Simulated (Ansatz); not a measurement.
A plane-wave DFT run in Ansatz 0.2.0 (scalar-relativistic PAW potentials unless the input names others): input and command.

```yaml
crystal:
  lattice:
    - [0.0, 2.8494867324, 2.8494867324]
    - [2.8494867324, 0.0, 2.8494867324]
    - [2.8494867324, 2.8494867324, 0.0]
  atoms:
    - { symbol: sc, position: [0.0, 0.0, 0.0] }
    - { symbol: Be, position: [0.5, 0.5, 0.5] }
    - { symbol: Be, position: [0.25, 0.25, 0.25] }
    - { symbol: Be, position: [0.75, 0.75, 0.75] }
basis:
  ecutwfc: 420
kpoints:
  mp_grid: { grid: [14, 14, 14] }
hamiltonian:
  xc: pbe
scf:
  occupations: { method: gaussian, width: 0.1 }
  max_iter: 75
output:
  forces: true
  eigenvalues: true
  stress: true
```

```bash
ansatz run input.yaml --threads 1 --pin off --max-ram 2560MiB --backend cpu --events-out ev --progress --plain --runs-dir out
```

Will this input run?

The program refuses it, because of an unknown element (crystal.atoms[0].symbol: "Sc" → "sc"). With the sound run's settings it is accepted.

Abridged log:
```
Error: YAML parse error: error: line 7 column 17: `sc` is not an element symbol (H … Og, case-exact)
 --> <input>:7:17
  |
5 |     - [2.8494867324, 2.8494867324, 0.0]
6 |   atoms:
7 |     - { symbol: sc, position: [0.0, 0.0, 0.0] }
  |                 ^ `sc` is not an element symbol (H … Og, case-exact)
8 |     - { symbol: Be, position: [0.5, 0.5, 0.5] }
9 |     - { symbol: Be, position: [0.25, 0.25, 0.25] }
  |
```